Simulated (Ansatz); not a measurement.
# LiScSb4 in Ansatz, relaxation

input.yaml:

```yaml
crystal:
  lattice:
    - [0.0, 6.155401, 0.0]
    - [6.155401, 0.0, 0.0]
    - [3.077701, 3.077701, -6.225723]
  atoms:
    - { symbol: Sb, position: [0.119, 0.3324, 0.914] }
    - { symbol: Sb, position: [0.8324, 0.967, 0.414] }
    - { symbol: Sb, position: [0.467, 0.7536, 0.914] }
    - { symbol: Sb, position: [0.2536, 0.619, 0.414] }
    - { symbol: Sb, position: [0.881, 0.6676, 0.086] }
    - { symbol: Sb, position: [0.1676, 0.033, 0.586] }
    - { symbol: Sb, position: [0.533, 0.2464, 0.086] }
    - { symbol: Sb, position: [0.7464, 0.381, 0.586] }
    - { symbol: Sc, position: [0.875, 0.625, 0.75] }
    - { symbol: Sc, position: [0.125, 0.375, 0.25] }
    - { symbol: Li, position: [0.375, 0.125, 0.75] }
    - { symbol: Li, position: [0.625, 0.875, 0.25] }
  symmetry: { tolerance: 0.0003 }
kpoints:
  mp_grid: { grid: [4, 4, 4], shift: [0, 0, 0] }
magnetization:
  spin_polarized: false
scf:
  occupations: { method: fermi_dirac }
  lower_state_search: "off"
hamiltonian:
  pseudopotentials: { kind: paw }
  xc: r2scan
basis:
  ecutwfc: 500
  fft_grid_basis: typed
relax:
  max_steps: 60
  cell: { p_target: 0.0 }
output:
  forces: true
  stress: true
  eigenvalues: true
  bader: true
  populations: true
  elf: true
  write_potential: true
  volumetric_format: npy
  dos:
    e_range: [-12, 8]
    de: 0.05
    projected: { site_lists: { Li: [Li], Sb: [Sb], Sc: [Sc] } }
  write_density: true
checkpoint:
  read: saved_state
```

The command:

```bash
ansatz run input.yaml --threads 2 --pin off --max-ram 3584MiB --backend cpu --events-out ev --progress --plain --runs-dir out
```

Origin of the cell: a known structure type with other elements, at an estimated volume, so it need not be a known compound.

The smearing width isn't typed, so it takes its default of 0.1 eV.

The saved state is a converged single point of the same cell.

Steps («new basis» is an SCF on plane waves selected anew at the same cell):

```
step  ΔF (meV/atom)  max force component (eV/Å)  P (GPa)  volume (Å³)  SCF iterations   step was
   1            0.0                       1.510    32.16       235.89               7   accepted
   2         -421.2                       0.326    14.03       268.61               9   accepted
   3         -589.1                       0.236     5.93       295.58               8   accepted
   4         -692.1                       0.385     2.07       314.72               8   accepted
   5         -788.3                       0.543     0.03       326.56               9   accepted
   6         -858.1                       0.395    -1.09       330.82               9   accepted
   7         -901.2                       0.074     0.31       319.00               7   accepted
   8         -904.2                       0.010     0.07       318.94               7   accepted
   9         -905.4                       0.047     0.09       317.92               7   accepted
  10         -908.2                       0.010     0.28       315.38               7   accepted
  11         -909.1                       0.015     0.23       315.31               5   accepted
  12         -910.8                       0.007    -0.01       316.29               6   accepted
  13         -913.1                       0.081     0.68       312.67               7   accepted
  14         -931.9                       0.052     0.29       316.76               6   accepted
  15         -972.5                       0.064     0.64       314.20               6   accepted
  16        -1006.3                       0.184     1.11       312.25               6   accepted
  17        -1023.5                       0.021     0.30       316.96               7   accepted
  18        -1020.6                       0.139    -1.25       323.86               6   rejected
  19        -1023.7                       0.005     0.04       318.01               9   accepted
  20        -1023.7                       0.001     0.00       318.20               5   accepted
  21        -1040.2                       0.000     0.92       318.20               8  new basis
  22        -1045.8                       0.016     0.47       321.98               6   accepted
  23        -1046.3                       0.007    -0.56       330.80               6   accepted
  24        -1047.4                       0.001    -0.01       326.37               6   accepted
  25        -1047.6                       0.001    -0.01       326.37               5  new basis
```

The starting structure.

Space group I4_1/a (No. 88); the run's cell has a = 6.155 Å, b = 6.155 Å, c = 7.596 Å, α = 66.10°, β = 66.10°, γ = 90.00°. Shortest distances: Li–Sb 2.32 Å, Sb–Sc 2.60 Å, Sb–Sb 2.96 Å.

After:

Space group I4_1/amd (No. 141); the run's cell has a = 6.161 Å, b = 6.161 Å, c = 9.639 Å, α = 71.36°, β = 71.36°, γ = 90.00°. Shortest distances: Li–Sb 3.06 Å, Sb–Sc 3.06 Å, Sb–Sb 3.08 Å.

```xyz
12
Lattice="0.0000 6.1611 0.0000 6.1611 0.0000 0.0000 3.0805 3.0805 -8.5981" Properties=species:S:1:pos:R:3 pbc="T T T"
Sb    4.6194    3.0806   -8.5982
Sb    7.7012    6.1597   -4.2992
Sb    7.7027    6.1610   -8.5982
Sb    4.6209    3.0819   -4.2992
Sb    4.6222    6.1610    0.0001
Sb    1.5404    3.0819   -4.2990
Sb    1.5389    3.0806    0.0001
Sb    4.6207    6.1597   -4.2990
Sc    6.1611    7.7013   -6.4486
Sc    3.0805    1.5403   -2.1495
Li    3.0805    4.6208   -6.4486
Li    6.1611    4.6208   -2.1495
```

```
Free energy lowered by  : 1047.6 meV/atom
Volume change           : 38.36 %
Final pressure          : -0.01 GPa
Relaxation steps listed : 25
```

Caveats: no dispersion correction, so spacings can come out too large where layers or molecules are weakly bound; no spin-orbit coupling, though heavy elements are present; the relaxation held the start's symmetry, so the end may be a saddle point.

It ran for 6.1 min on 2 threads of Intel(R) Xeon(R) 6975P-C (Granite Rapids) (shared host), peak memory 1.7 GiB, from a saved density.
